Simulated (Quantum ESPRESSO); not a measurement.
# Band energies of GaAlN2 at -3 % isotropic strain

```
CELL_PARAMETERS angstrom
      3.05225     0.00000     0.00000
     -1.52613     2.64333     0.00000
      0.00000     0.00000     4.94528
ATOMIC_POSITIONS crystal
  N  0.66667 0.33333 0.11223
  N  0.00000 0.00000 0.62748
  Al 0.00000 0.00000 0.99994
  Ga 0.66667 0.33333 0.49674
```

norm-conserving PBEsol (Quantum ESPRESSO, 84 Ry, no spin-orbit coupling); path ΓMKΓALHA,LM,KH; energies in eV from the valence-band maximum.

| k (1/Å) | point | band 9 | band 10 | band 11 | band 12 | band 13 | band 14 | band 15 | band 16 |
|---|---|---|---|---|---|---|---|---|---|
| 0.00 | Γ | -1.26 | -1.26 | -0.15 | 0.00 | 0.00 | 3.51 | 6.13 | 10.21 |
| 0.32 |  | -2.36 | -1.55 | -1.23 | -0.27 | -0.18 | 4.52 | 7.01 | 9.32 |
| 0.65 |  | -4.47 | -3.12 | -2.16 | -0.86 | -0.58 | 5.75 | 6.91 | 7.96 |
| 0.97 |  | -4.87 | -4.48 | -2.63 | -1.90 | -0.90 | 5.50 | 6.20 | 7.36 |
| 1.19 | M | -4.98 | -4.24 | -2.74 | -2.37 | -0.97 | 5.30 | 6.06 | 7.34 |
| 1.42 |  | -4.92 | -4.12 | -3.29 | -2.40 | -1.45 | 5.50 | 6.48 | 7.72 |
| 1.76 |  | -5.27 | -4.27 | -3.45 | -2.83 | -2.71 | 4.90 | 8.39 | 8.96 |
| 1.87 | K | -5.47 | -4.28 | -3.26 | -2.93 | -2.91 | 4.82 | 8.56 | 9.12 |
| 2.09 |  | -5.28 | -4.04 | -3.85 | -2.62 | -2.37 | 5.10 | 8.26 | 8.77 |
| 2.51 |  | -4.39 | -4.08 | -2.44 | -1.31 | -1.02 | 6.50 | 7.08 | 8.33 |
| 2.82 |  | -2.82 | -2.23 | -1.40 | -0.47 | -0.34 | 5.01 | 7.49 | 8.79 |
| 3.14 |  | -1.40 | -1.30 | -0.22 | -0.11 | -0.02 | 3.66 | 6.25 | 10.11 |
| 3.25 | Γ | -1.26 | -1.26 | -0.15 | 0.00 | 0.00 | 3.51 | 6.13 | 10.21 |
| 3.56 |  | -1.44 | -1.17 | -1.17 | -0.10 | -0.10 | 4.51 | 6.25 | 9.86 |
| 3.88 | A | -3.25 | -1.06 | -1.06 | -0.21 | -0.21 | 5.55 | 6.21 | 9.51 |
| 4.18 |  | -3.33 | -1.64 | -1.22 | -1.03 | -0.49 | 6.07 | 6.68 | 8.72 |
| 4.58 |  | -4.78 | -2.31 | -1.92 | -1.70 | -1.30 | 5.71 | 5.97 | 8.69 |
| 4.87 |  | -5.93 | -2.23 | -2.01 | -1.72 | -1.65 | 4.86 | 5.39 | 8.42 |
| 5.07 | L | -6.19 | -2.17 | -2.08 | -1.80 | -1.57 | 4.69 | 5.26 | 8.30 |
| 5.19 |  | -6.16 | -2.37 | -2.28 | -1.75 | -1.50 | 4.81 | 5.40 | 8.38 |
| 5.64 |  | -5.46 | -4.52 | -4.23 | -1.45 | -1.26 | 6.58 | 7.19 | 7.62 |
| 5.76 | H | -5.32 | -4.74 | -4.40 | -1.43 | -1.25 | 7.02 | 7.12 | 7.56 |
| 5.94 |  | -5.49 | -4.33 | -4.07 | -1.49 | -1.29 | 6.45 | 6.98 | 7.91 |
| 6.21 |  | -5.29 | -3.17 | -3.06 | -1.76 | -1.51 | 6.12 | 6.50 | 8.87 |
| 6.58 |  | -3.98 | -2.15 | -1.85 | -1.64 | -1.26 | 6.39 | 6.72 | 8.55 |
| 6.85 |  | -3.31 | -1.56 | -1.21 | -0.91 | -0.48 | 6.03 | 6.64 | 8.86 |
| 7.13 | A | -3.25 | -1.06 | -1.06 | -0.21 | -0.21 | 5.55 | 6.21 | 9.51 |
| 7.13 | L | -6.19 | -2.17 | -2.08 | -1.80 | -1.57 | 4.69 | 5.26 | 8.30 |
| 7.45 |  | -5.64 | -3.30 | -2.52 | -1.71 | -1.27 | 4.68 | 5.79 | 8.30 |
| 7.76 | M | -4.98 | -4.24 | -2.74 | -2.37 | -0.97 | 5.30 | 6.06 | 7.34 |
| 7.76 | K | -5.47 | -4.28 | -3.26 | -2.93 | -2.91 | 4.82 | 8.56 | 9.12 |
| 7.98 |  | -5.58 | -4.66 | -3.20 | -2.68 | -2.43 | 5.24 | 8.50 | 8.68 |
| 8.40 | H | -5.32 | -4.74 | -4.40 | -1.43 | -1.25 | 7.02 | 7.12 | 7.56 |

The PBEsol gap is direct, 3.51 eV at Γ.

Spin-orbit splittings are left out.

Geometry strained from the cell relaxed with PBEsol, atoms relaxed again.

The structure is a Materials Project entry; no match was found in the copy of COD used, and its stability was not checked.
